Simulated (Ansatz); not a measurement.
## Compressing WC: a fit and a missing row

WC, P-6m2, a = 2.898 Å, c = 2.828 Å. Ansatz: PBEsol, PAW, 420 eV, Γ-centred 18×18×14 mesh on 2 atoms, Gaussian smearing 0.10 eV; no spin polarisation. Shape and atoms are relaxed at each volume; pressure is positive in compression.

```tsv
V (Å³/atom)	P (GPa)
9.052	67.89
9.361	?
9.669	28.62
9.978	13.18
10.286	-0.02
10.595	-11.29
10.904	-20.91
11.315	-31.58
```

Problem. Take V0 = 10.286 Å³/atom, count pressures from its P0 = -0.02 GPa, fit the third-order Birch–Murnaghan form to the other rows, and predict the missing pressure.

Solution. With the Eulerian strain f = ½[(V0/V)^(2/3) − 1] and y = (P − P0)/[3f(1 + 2f)^(5/2)], the form is the line y = B0 + 1.5 B0 (B0′ − 4) f. Rows (f, y): 0.04447, 411.4; 0.02105, 409.1; 0.01024, 408.5; -0.00977, 404.0; -0.01908, 402.2; -0.03079, 400.5. Means f = 0.002687, y = 405.95; Σ(Δf)² = 0.003890, ΣΔfΔy = 0.5932; the slope is their ratio. y = 405.5 + 152.5 f GPa, so B0 = 405.5 GPa and B0′ = 4 + 2 × (152.5)/(3 × 405.5) = 4.25. At V = 9.361, f = 0.03242, y = 410.44 and P = 46.69 GPa. The run gave 46.71 GPa, so the fit is 0.02 GPa too low, within the rms miss on the fitted rows (0.07 GPa).

Spin–orbit coupling is left out, which can shift energies with elements as heavy as these.